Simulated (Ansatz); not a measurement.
TiZn₂O₄:
```
CELL_PARAMETERS angstrom
     -2.94107     2.97994     4.30694
      2.94107    -2.97994     4.30694
      2.94107     2.97994    -4.30694
ATOMIC_POSITIONS crystal
  Ti 0.50000 0.50000 0.00000
  Ti 0.00000 0.50000 0.50000
  Zn 0.88891 0.13891 0.75000
  Zn 0.11109 0.86109 0.25000
  Zn 0.50000 0.50000 0.50000
  Zn 0.50000 0.00000 0.00000
  O  0.28772 0.27453 0.01319
  O  0.71228 0.72547 0.98681
  O  0.76135 0.27453 0.48681
  O  0.23865 0.72547 0.51319
  O  0.75301 0.27840 0.02539
  O  0.24699 0.72160 0.97461
  O  0.75301 0.72762 0.47461
  O  0.24699 0.27238 0.52539
```

Relaxed with r²SCAN. Special points in fractions of this cell's reciprocal vectors: Γ (0.000, 0.000, 0.000); X (0.500, 0.500, -0.500); F2 (0.367, 0.633, -0.367); Σ0 (-0.367, 0.367, 0.367); Y0 (0.370, -0.370, 0.370); U0 (0.630, 0.370, -0.370); R (0.000, 0.500, 0.000); W (0.250, 0.250, 0.250); S (0.500, 0.000, 0.000); T (0.000, 0.000, 0.500).

Question: List the band energies nearest the valence-band maximum at these points for r²SCAN (plane waves, PAW; program Ansatz).

Answer: In eV from the valence-band maximum; about four levels below and three above (degenerate sets whole), none deeper than 8.9 eV; points with the same levels are listed once.

```csv
k,below,above
Γ,-0.69 -0.63 -0.60 -0.54,1.86 2.64 2.85
X,-1.54 -1.20 -0.18 0.00,2.08 2.75 3.08
F2,-1.38 -1.04 -0.31 -0.31,2.25 2.75 3.09
Y0,-1.17 -1.15 -0.58 -0.07,2.33 2.78 2.87
R,-0.94 -0.91 -0.90 -0.36,2.30 2.75 2.85
W,-0.87 -0.87 -0.71 -0.71,2.85 2.85 2.97 2.97
S,-1.30 -1.10 -0.68 -0.26,2.56 2.74 2.93
T,-1.25 -1.25 -0.38 -0.38,2.69 2.69 3.01 3.01
```

Space group Imma. The workflow started from a Materials Project entry (that database holds measured and hypothetical structures alike); the Crystallography Open Database copy checked does not list it. COD files the formula under space group No. 95. With Ti and Zn taken as one species the cell has the higher symmetry Fd-3m, so it may be an ordered model of a mixed-site phase. Its standing as an ambient phase is unchecked. Symmetry was held in the r²SCAN relaxation; whether a distortion lowers the energy is not shown. The run is not spin-polarised.

Potentials: the later of the program's two PAW sets.
